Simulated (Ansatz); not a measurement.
Rh:
```cif
data_Rh4
_chemical_formula_sum 'Rh4'
_space_group_name_H-M_alt 'Fm-3m'
_space_group_IT_number 225
_space_group_name_Hall '-F 4 2 3'
_cell_length_a 3.79346
_cell_length_b 3.79346
_cell_length_c 3.79346
_cell_angle_alpha 90.000
_cell_angle_beta 90.000
_cell_angle_gamma 90.000
loop_
_atom_site_label
_atom_site_type_symbol
_atom_site_symmetry_multiplicity
_atom_site_Wyckoff_symbol
_atom_site_fract_x
_atom_site_fract_y
_atom_site_fract_z
_atom_site_occupancy
Rh1 Rh 4 a 0.00000 0.00000 0.00000 1
```
(The calculation used a cell of 1 atom; values per cell refer to that cell.)

Relaxed with DFT-PBE+D3(BJ) in the program Ansatz with PAW potentials. Indices refer to the conventional cell of Fm-3m, a = 3.793 Å, b = 3.793 Å, c = 3.793 Å, α = 90.00°, β = 90.00°, γ = 90.00°.

Simulate the powder diffraction pattern (Cu Kα, λ = 1.54184 Å; lines above 1 %) up to 2θ = 90°.

Simulated powder pattern, Cu Kα, λ = 1.54184 Å (kinematic, ideal powder, no thermal factors, no anomalous dispersion; the 30 strongest lines at most, above 1 %, up to 2θ = 90°):

```tsv
2θ (°)	d (Å)	I/Imax (%)	hkl
41.22	2.190	100	(111)
47.96	1.897	47	(200)
70.17	1.341	29	(220)
84.76	1.144	35	(311)
89.50	1.095	11	(222)
```

The cell was relaxed with PBE+D3(BJ) under the symmetry of its start. No spin polarisation was allowed. The pairwise dispersion correction was not fitted to metals.

Potentials: the earlier of the program's two PAW sets.
